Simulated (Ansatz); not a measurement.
SiC:
```yaml
crystal:
  lattice:
    - [3.07531, 0.00000, 0.00000]
    - [-1.53765, 2.66329, 0.00000]
    - [0.00000, 0.00000, 5.04816]
  atoms:
    - { symbol: Si, position: [0.66667, 0.33333, 0.00050] }
    - { symbol: Si, position: [0.33333, 0.66667, 0.50050] }
    - { symbol: C, position: [0.66667, 0.33333, 0.62470] }
    - { symbol: C, position: [0.33333, 0.66667, 0.12470] }
```

x, y and z are the axes in which the lattice vectors are written.

Task: Give the proper piezoelectric stress tensor with relaxed ions from plane-wave PAW r²SCAN (Ansatz code).

Result: In C/m², rows x, y, z, Voigt columns; mesh uncertainty up to 0.01.
```
 0.00   0.00   0.00   0.00   0.02   0.00
 0.00   0.00   0.00   0.02   0.00   0.00
 0.13   0.13  -0.32   0.00   0.00   0.00
```

The elastic tensor of the same run (GPa):

```csv
,1,2,3,4,5,6
1,533,107,49.1,0.0,0.0,0.0
2,107,533,49.1,0.0,0.0,0.0
3,49.1,49.1,575,0.0,0.0,0.0
4,0.0,0.0,0.0,165,0.0,0.0
5,0.0,0.0,0.0,0.0,165,0.0
6,0.0,0.0,0.0,0.0,0.0,213
```

Task: Convert to strain constants d = e·S.

Result: In pC/N:
```
 0.0   0.0   0.0   0.0   0.1   0.0
 0.0   0.0   0.0   0.1   0.0   0.0
 0.2   0.2  -0.6   0.0   0.0   0.0
```

Space group P6_3mc (wurtzite). The r²SCAN relaxation kept the symmetry of its start; phonons on a q-mesh show no instability.

Potentials: the later of the program's two PAW sets.
